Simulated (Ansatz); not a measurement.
What DFT gives for CaIrO₃

```xyz
10
Lattice="3.1258 0.0000 0.0000 1.5629 -4.9250 0.0000 0.0000 0.0000 -7.2742" Properties=species:S:1:pos:R:3 pbc="T T T"
Ca    1.5629   -2.4590   -5.4557
Ca    3.1258   -2.4659   -1.8186
Ir    0.0000    0.0000    0.0000
Ir    0.0000    0.0000   -3.6371
O     3.1258   -0.7383   -5.4557
O     1.5629   -4.1867   -1.8186
O     3.1258   -3.6722   -6.9079
O     1.5629   -1.2528   -3.2708
O     1.5629   -1.2528   -0.3663
O     3.1258   -3.6722   -4.0034
```

Level: r2SCAN, no spin polarisation; 500 eV; 9×9×4 Γ-centred mesh; fermi-dirac occupations (width 0.0119 eV); Ansatz 0.2.0, fixed geometry.

Problem. What happens at the Fermi level?

Solution. It is a metal, with about 6.6 states/eV a cell as the mean within 0.25 eV of the Fermi level, mostly Ir d (55 %) and O p (41 %).

Problem. What does the stress say?

Solution. The pressure is 1.5 GPa (compression positive), so with the atoms held at these fractions the cell would first expand. The principal stresses -1.2, 0.0, 5.7 GPa differ, so its shape would change too.

Problem. What is the formation energy?

Solution. -1.88 eV an atom against the elements' usual phases (free molecules for gases, crystals otherwise, with no correction for O₂ or N₂), so it is bound against them; other compounds may still compete. Relaxing would lower it.

Problem. How is the charge shared?

Solution. Bader charges in e: Ca +1.59, Ir +1.70, O -1.12 to -1.06. In the mean Ir gives up most and O takes most.

Problem. What do density and ELF say about some of the short contacts?

Solution. Ir–O at 1.96 Å: least valence density 0.93 e/Å³ and ELF 0.24 there. Ca–O at 2.32 Å: least valence density 0.28 e/Å³ and ELF 0.08 there. Both are smooth PAW fields, read partly inside the augmentation spheres.

Origin: a database entry at a rescaled volume. Caveats: many states at the Fermi level without spin polarisation, so a magnetic state may lie lower; correlation that this level lacks may open a gap in such a compound.
